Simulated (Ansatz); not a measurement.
CoRe2TeO6 in Ansatz, settings compared

Launch command:

```bash
ansatz run input.yaml --threads 1 --pin off --max-ram 2560MiB --backend cpu --events-out ev --progress --plain --runs-dir out
```

Input:

```yaml
crystal:
  lattice:
    - [-2.647623, 2.647623, 3.74318]
    - [2.647623, -2.647623, 3.74318]
    - [2.647623, 2.647623, -3.74318]
  atoms:
    - { symbol: Re, position: [0.25, 0.75, 0.5] }
    - { symbol: Re, position: [0.75, 0.25, 0.5] }
    - { symbol: Co, position: [0.0, 0.0, 0.0] }
    - { symbol: Te, position: [0.5, 0.5, 0.0] }
    - { symbol: O, position: [0.26145, 0.26145, 0.5229] }
    - { symbol: O, position: [0.26145, 0.73855, 0.0] }
    - { symbol: O, position: [0.73855, 0.73855, 0.4771] }
    - { symbol: O, position: [0.73855, 0.26145, 0.0] }
    - { symbol: O, position: [0.2596, 0.2596, 0.0] }
    - { symbol: O, position: [0.7404, 0.7404, 0.0] }
  symmetry: { tolerance: 0.0003 }
kpoints:
  mp_grid: { grid: [5, 5, 5], shift: [0, 0, 0] }
magnetization:
  spin_polarized: false
scf:
  occupations: { method: fermi_dirac }
hamiltonian:
  pseudopotentials: { kind: paw }
  xc: r2scan
basis:
  ecutwfc: 500
output:
  forces: true
  stress: true
  eigenvalues: true
```

Origin of the cell: a known structure type with other elements, at an estimated volume, so it need not be a known compound.

The smearing width isn't typed, so it takes its default of 0.1 eV.

Output of this run (shortened):

```
Pseudopotentials: kind: paw
Pseudopotential: Re, paw, valence charge 15, recommended cutoff 500 eV (meta_gga), Re.paw.azcp
Pseudopotential: Co, paw, valence charge 17, recommended cutoff 500 eV (meta_gga), Co.paw.azcp
Pseudopotential: Te, paw, valence charge 16, recommended cutoff 500 eV (meta_gga), Te.paw.azcp
Pseudopotential: O, paw, valence charge 6, recommended cutoff 500 eV (meta_gga), O.paw.azcp
Functional definition: r2SCAN
  exchange = r2scan_x(k0 = k0, k1 = k1, a1 = a1)
  correlation = r2scan_c
Crystal: 10 atoms, lattice volume = 104.957 Å³
Basis set: ecut = 500 eV, 2685 PW (Γ), exchange–correlation on 160×160×160 points (64 copies of the dense FFT grid, shifted against one another)
Bands: 60, of which v1, the nominal top of the filled ones, is band 50 counted from 1 (49 counted from 0)
[… 15 lines left out …]
Initial density: superposition of atomic densities (neutral atoms: chi_scale 0, normalization atom), corrected by the library's trained network
Functional: x = r2scan, c = r2scan; τ floored in thin density (d = 2e-4 eV/Å³)
SCF iter   1: F=—  HF=-37275.362181 eV  Δρ=4.43e-2  dr2=2.07e0  dr2_τ=7.68e-1
SCF iter   2: F=—  HF=-37277.077742 eV  Δρ=2.46e-1  dr2=5.85e1  dr2_τ=1.19e0  recentre
SCF iter   3: F=—  HF=-37275.711077 eV  Δρ=3.47e-2  dr2=1.19e0  dr2_τ=1.44e-2
SCF iter   4: F=—  HF=-37275.686116 eV  Δρ=1.72e-2  dr2=1.38e-1  dr2_τ=1.00e-2
SCF iter   5: F=—  HF=-37275.714690 eV  Δρ=2.28e-2  dr2=4.26e-1  dr2_τ=1.18e-2  recentre
[… 3 lines left out …]
SCF iter   9: F=—  HF=-37275.709512 eV  Δρ=9.90e-4  dr2=7.63e-4  dr2_τ=4.20e-5
SCF iter  10: F=—  HF=-37275.709521 eV  Δρ=6.22e-4  dr2=3.31e-4  dr2_τ=1.03e-5
SCF iter  11: F=—  HF=-37275.709522 eV  Δρ=2.14e-4  dr2=4.01e-5  dr2_τ=9.63e-7
SCF iter  12: F=—  HF=-37275.709501 eV  Δρ=1.21e-4  dr2=1.42e-5  dr2_τ=4.25e-7
SCF iter  13: F=-37275.709501 eV  HF=-37275.709501 eV  Δρ=9.32e-6  dr2=7.24e-8  dr2_τ=1.56e-8
SCF 1 converged in 13 iterations: F = -37275.709501 eV  dr2 = 7.24e-8
SCF converged after 13 iterations
Free energy (F): -37275.709501 eV
Harris-Foulkes:  -37275.709501 eV  (|F-HF|=2.62e-8)
Internal energy: -37275.201960 eV  (E = F + TS)
E sigma→0 (E₀):  -37275.455730 eV
Entropy (-TS):   -0.507541 eV (-50.754 meV/atom)
Fermi energy:    16.312150 eV
--- Per-component energies (eV) ---
  E_band       = -757.572780
  E_kinetic    = 2787.598791
  E_local      = -7968.422293  (includes V_loc(G=0)·N_el)
  E_nonlocal   = 564.334904
  E_hartree    = 3412.177203
  E_xc         = -1473.521666
  E_vxc        = -1635.671481  (∫ρ·V_xc dr)
  E_paw        = -24566.807907  (= ΣΔE_a)
  E_vpaw       = -1424.370083  (= ΣTr[D̂ρ^β])
  E_aug_tail   = 0.006372  (compensation charges beyond the density's cutoff)
  E_vtau       = 94.591151  (kinetic-family band-sum trace: ∫τ·v_τ [+ j·A + Jᵃ·Aᵃ] dr)
  E_ewald      = -10029.423627
  E_core_change = -1.143737  (= ΣΔE_core)
  E_smearing   = -0.507541  (= −TS)
  Σ components = -37275.709501   (vs F -37275.709501, Δ=0.00e0)
--- Forces (eV/Å), atoms counted from 1 ---
  atom   1  Re     0.000000     0.000000     0.000000
[… 4 lines left out …]
  atom   6  O      3.369016    -3.369016    -0.000000
  atom   7  O      3.369016     3.369016     0.000000
  atom   8  O     -3.369016     3.369016    -0.000000
  atom   9  O     -0.000000     0.000000    -4.217919
  atom  10  O      0.000000    -0.000000     4.217919
  max |Σ_I F_I| component: 1.77e-15 eV/Å
--- Stress (GPa, compression-positive) ---
       23.134004       0.000000       0.000000
        0.000000      23.134004       0.000000
       -0.000000      -0.000000      21.027625
  P = ⅓ Tr σ = 22.4319 GPa (224.319 kbar)
```

The same input was run again with these changes:

1. `scf.initial_density.chi_scale` default → 0.0
2. `scf.occupations.width` default → 0.3; `accuracy` default → low
3. `hamiltonian.dispersion` default → d3bjatm; `crystal.symmetry` { tolerance: 0.0003 } → { detect: false }
4. `scf.NELM` default → 400; `scf.max_iter` default → 50

```json
{"run": "base", "end": "converged", "SCF iterations": "13", "P (GPa)": "22.43", "max force component (eV/Å)": "4.218", "moment (μB)": "–", "ΔE(σ→0) (meV/atom)": "0"}
{"run": "1", "end": "converged", "SCF iterations": "15", "P (GPa)": "22.43", "max force component (eV/Å)": "4.218", "moment (μB)": "–", "ΔE(σ→0) (meV/atom)": "0.00"}
{"run": "2", "end": "converged", "SCF iterations": "15", "P (GPa)": "25.31", "max force component (eV/Å)": "4.074", "moment (μB)": "–", "ΔE(σ→0) (meV/atom)": "-24.42"}
{"run": "3", "end": "converged", "SCF iterations": "17", "P (GPa)": "20.86", "max force component (eV/Å)": "4.219", "moment (μB)": "–", "ΔE(σ→0) (meV/atom)": "–"}
{"run": "4", "end": "input refused", "SCF iterations": "0", "P (GPa)": "–", "max force component (eV/Å)": "–", "moment (μB)": "–", "ΔE(σ→0) (meV/atom)": "–"}
```

Energies are compared only where functional, datasets, charge and starting cell are the same.

Not properties of the system: run 2 (too coarse or loose: `scf.occupations.width` = 0.3, `accuracy` = low).

Caveats of the base run: no spin polarisation, so a magnetic state may lie lower; no spin-orbit coupling, though heavy elements are present; the k mesh is coarse if the cell is a metal.

Run 2: wide smearing.

The base run ran for 20 s on 1 thread of Arm Neoverse V2 (shared host), peak memory 0.73 GiB, from the program's own first density.
